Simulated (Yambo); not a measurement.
Yambo run on Ca2Si (space group Pnma, No. 62). The wavefunctions come from this Quantum ESPRESSO step (PBEsol, PseudoDojo standard norm-conserving files, scalar-relativistic):

```
&CONTROL
  calculation = 'nscf'
  pseudo_dir = './pseudo'
  outdir = './out'
/
&SYSTEM
  ibrav = 0
  nat = 12
  ntyp = 2
  ecutwfc = 68.0
  ecutrho = 272.0
  occupations = 'fixed'
  force_symmorphic = .true.
  nbnd = 350
/
&ELECTRONS
  conv_thr = 1.2000000000000002e-08
  diago_full_acc = .true.
  diago_thr_init = 1e-08
/
ATOMIC_SPECIES
Si 28.0850 Si.upf
Ca 40.0780 Ca.upf
CELL_PARAMETERS angstrom
  7.605450000000   0.000000000000   0.000000000000
  0.000000000000   4.832150000000   0.000000000000
  0.000000000000   0.000000000000   9.021860000000
ATOMIC_POSITIONS crystal
Si   0.753050000000   0.250000000000   0.604010000000
Si   0.246950000000   0.750000000000   0.395990000000
Si   0.746950000000   0.750000000000   0.104010000000
Si   0.253050000000   0.250000000000   0.895990000000
Ca   0.345660000000   0.750000000000   0.075070000000
Ca   0.654340000000   0.250000000000   0.924930000000
Ca   0.154340000000   0.250000000000   0.575070000000
Ca   0.845660000000   0.750000000000   0.424930000000
Ca   0.019090000000   0.250000000000   0.178590000000
Ca   0.980910000000   0.750000000000   0.821410000000
Ca   0.480910000000   0.750000000000   0.678590000000
Ca   0.519090000000   0.250000000000   0.321410000000
K_POINTS automatic
2 2 1 0 0 0
```

Yambo input:

```
rim_cut
gw0
dyson
el_el_corr
HF_and_locXC
ppa
em1d
RandQpts= 1000000
RandGvec= 1 Ry
EXXRLvcs= 68 Ry
VXCRLvcs= 272 Ry
Chimod= "HARTREE"
% BndsRnXp
 9 | 349 |
%
NGsBlkXp= 6 Ry
% LongDrXp
 1.0 | 1.0 | 1.0 |
%
PPAPntXp= 27.2114 eV
% GbndRnge
 1 | 349 |
%
GTermKind= "BG"
DysSolver= "n"
ExtendOut
% QPkrange
 1 | 1 | 48 | 49 |
 2 | 2 | 48 | 49 |
 3 | 3 | 48 | 49 |
 4 | 4 | 48 | 49 |
%
```

k points by index: 1 = Γ, 2 = (0, -0.5, 0), 3 = (-0.5, 0, 0), 4 = (-0.5, -0.5, 0).

The o-*.qp file then holds:

```
#    K-point    Band    Eo [eV]    E [eV]    E-Eo [eV]    Vxc [eV]    Vnlxc [eV]    Sc|Eo [eV]    Sc|E [eV]    dSc/dw|Eo [eV]    Re(Z)    Im(Z)
#
    1    48    0.000000    -0.120908    -0.120908    -10.43524    -10.96096    0.364996    0.404811    -8.954594    0.752397    -0.002146
    1    49    0.230232    0.550296    0.320065    -9.696982    -5.269338    -4.009535    -4.107580    -8.330575    0.765607    -0.002047
    2    48    -0.628859    -0.907894    -0.279035    -9.922475    -11.13482    0.840730    0.933314    -9.024969    0.750935    -0.002242
    2    49    0.626618    0.860480    0.233862    -9.835421    -5.515690    -4.013605    -4.085869    -8.401844    0.764075    -0.002019
    3    48    -0.461774    -0.762463    -0.300689    -10.16864    -11.67029    1.099645    1.200961    -9.164648    0.748051    -0.002285
    3    49    0.916229    1.303759    0.387531    -10.21497    -5.362174    -4.344894    -4.465267    -8.448222    0.763083    -0.001814
    4    48    -0.565072    -0.773182    -0.208110    -10.14277    -11.11549    0.695829    0.764610    -8.989712    0.751668    -0.001859
    4    49    1.184176    1.515624    0.331448    -10.39836    -5.704024    -4.258446    -4.362893    -8.570020    0.760485    -0.001937
```
(The two width columns are left out.) Convergence of these settings isn't established.

Geometry of the Materials Project entry, not relaxed at this level.

The structure is a Materials Project entry; no match was found in the copy of COD used, and its stability was not checked.
